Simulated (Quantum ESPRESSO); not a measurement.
Al2Hf2MoOs2Ta in 6 site orders

Calculated results; nothing here was measured. They come from Quantum ESPRESSO 7.5, a public plane-wave density functional program. Each row is one single-point run on a made-up periodic cell of eight metal atoms, with elements, volume, strain and displacements drawn at random and not relaxed, so a cell may be unstable or far from any real phase. There is no spin polarisation or spin-orbit coupling.

Settings: PBE unless stated; PseudoDojo standard norm-conserving files; Fermi-Dirac width 0.25 eV, which means electrons at about 2900 K; cutoff 1088 eV; 5 x 5 x 5 k mesh shifted half a step off Gamma. E is the free energy of the whole cell (internal energy minus TS), so a -TS column is already part of it. Stress is positive in tension, and the pressure P is minus a third of its trace.

Checks: one run of this series was repeated at a higher cutoff and on a denser mesh, which moved values by no more than 0.003 eV, 0.02 GPa and 0.006 eV/Å, and a second program with other atomic files agreed on it to 2 % rms in force and 0.5 GPa in pressure. Known limits: heavy elements are run without spin-orbit coupling, which real alloys of them have; a spin test at this wide smearing found no moment, but such smearing suppresses magnetism that the real alloy may have.

The lattice is face-centred cubic, and the cell vectors in Å are (2.096, 4.193, 2.096); (0.000, 4.193, -4.193); (-4.193, 4.193, 0.000), a volume of 147.44 Å³. The runs put one composition on the same eight displaced sites in different orders. E is counted from run 1, and the rms force is over all 24 components. Nothing is relaxed, so E mixes bonding between neighbours with strain on unrelaxed sites, and it is not an ordering energy.

| run | elements on sites 1 to 8 | E (eV) | -TS (eV) | rms force (eV/Å) | largest force (eV/Å) | P (GPa) |
|---|---|---|---|---|---|---|
| 1 | Al Os Al Mo Hf Os Ta Hf | 0.000 | -1.623 | 0.382 | 1.09 | -12.06 |
| 2 | Mo Os Al Ta Hf Al Os Hf | -0.856 | -1.483 | 0.422 | 1.38 | -13.82 |
| 3 | Ta Hf Hf Al Mo Al Os Os | 0.393 | -1.722 | 0.256 | 0.81 | -11.79 |
| 4 | Al Os Ta Hf Os Al Hf Mo | -0.141 | -1.503 | 0.421 | 1.22 | -12.40 |
| 5 | Al Al Os Hf Hf Os Mo Ta | -0.452 | -1.623 | 0.424 | 1.36 | ? |
| 6 | Al Ta Os Os Mo Al Hf Hf | 0.140 | -1.684 | 0.391 | 1.11 | -12.08 |

## Worked fit

A straight line through the runs shown gives P = -12.27 + 1.68 E GPa with E in eV, an error of 0.20 on the slope and a scatter of 0.18 GPa. At this fixed volume the orders of higher energy tend to have the higher pressure.

## Withheld value

Question: what pressure should run 5 give?

The fit gives -13.03 ± 0.21 GPa. The calculation gave -12.09 GPa. This run lies off the fit by more than twice that error, so something that the fit leaves out matters here.
